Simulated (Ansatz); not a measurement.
NbAs:
Space group I4₁md (No. 109); a = 3.4734 Å, b = 3.4734 Å, c = 11.7504 Å, α = 90.00°, β = 90.00°, γ = 90.00°

```tsv
atom	site	symmetry	x	y	z
Nb	4a	2mm.	0.0000	0.0000	0.7494
As	4a	2mm.	0.0000	0.0000	0.1676
```
(The calculation used a cell of 4 atoms; values per cell refer to that cell.)

Relaxed with PBE.

Tabulate the valence density and the electron localisation function along the shortest Nb–Nb contact (3.41 Å), DFT-PBE in the program Ansatz with PAW potentials.



```
distance from Nb (Å)  density (e/Å³)   ELF
--------------------  --------------  ----
0.34                            5.17  0.58
0.51                            4.33  0.77
0.68                            2.64  0.75
0.85                            1.24  0.56
1.02                            0.54  0.29
1.19                            0.30  0.19
1.37                            0.22  0.23
1.54                            0.19  0.32
1.71                            0.18  0.37
1.88                            0.19  0.31
2.05                            0.21  0.21
2.22                            0.29  0.16
2.39                            0.52  0.26
2.56                            1.21  0.54
2.73                            2.60  0.74
2.90                            4.30  0.76
3.07                            5.16  0.58
```

The density is the valence pseudo-density with augmentation charge, so density and ELF within about 1 Å of a nucleus are not all-electron values.

Space group I4_1md. Symmetry was held in the PBE relaxation; of distortions, only those at the zone centre were tested. The run is not spin-polarised.

Potentials: the later of the program's two PAW sets.
